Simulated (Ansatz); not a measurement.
Relaxed-ion elastic tensor of Ni (hcp (Mg type), space group No. 194) in GPa (Voigt order), r²SCAN (plane waves, PAW; program Ansatz); density 9.23 g/cm³, 10.56 Å³ per atom.

```
 378   160   130   0.0   0.0   0.0
 160   378   130   0.0   0.0   0.0
 130   130   359   0.0   0.0   0.0
 0.0   0.0   0.0  58.0   0.0   0.0
 0.0   0.0   0.0   0.0  58.0   0.0
 0.0   0.0   0.0   0.0   0.0   109
```

Problem. Is the crystal mechanically stable?

Solution. Yes: the smallest eigenvalue of C is 58.0 GPa.

Problem. Work out the Voigt, Reuss and Hill averages.

Solution. K_V = 217, K_R = 217, K_H = 217; G_V = 91.3, G_R = 81.9, G_H = 86.6 GPa.

Problem. Give Young's modulus, Poisson's ratio, Pugh's ratio and the universal anisotropy index.

Solution. E = 9KG/(3K + G) = 229 GPa; ν = 0.32; K/G = 2.50 (ductile by the Pugh limit of 1.75); A_U = 5G_V/G_R + K_V/K_R − 6 = 0.58.

Problem. Estimate the sound speeds and the Debye temperature.

Solution. v_l = √((K + 4G/3)/ρ) = 6000 m/s, v_t = √(G/ρ) = 3060 m/s, mean 3430 m/s; Θ = (h/k)(3n/4πV)^(1/3) v_m = 466 K.

Problem. Solve the Christoffel equation for the three sound speeds along x, y, z.

Solution. Eigenvalues of C_ijkl n_j n_l equal ρv². In km/s, slowest first: x 2.51, 3.43, 6.40; y 2.51, 3.43, 6.40; z 2.51, 2.51, 6.24.

Problem. How much does each axis shrink under pressure?

Solution. Linear compressibilities β_i = Σ_j S_ij (j = 1 to 3): x 1.4, y 1.4, z 1.7 per TPa.

Space group P6_3/mmc (hcp (Mg type)). The first step of the workflow began from a Materials Project structure, measured or hypothetical; the Crystallography Open Database files this formula in space group No. 194, but the cells were not matched. It is not the phase usual at ambient conditions (space group No. 225). The r²SCAN relaxation kept the symmetry of its start; its stability against distortions is not shown here. The final state is ferromagnetic, chosen from 5 collinear starts compared on coarse meshes (ties went to the first, and starts can fall back to one state), not a proven ground state. Other orbital occupations within this spin state were not tried. As this level gives no gap, shear constants depend on the k-mesh and smearing (Fermi–Dirac, 0.1 eV here). On the denser mesh and wider smearing of the elastic run this cell carries a stress of 1.7 GPa.

Potentials: the earlier of the program's two PAW sets.
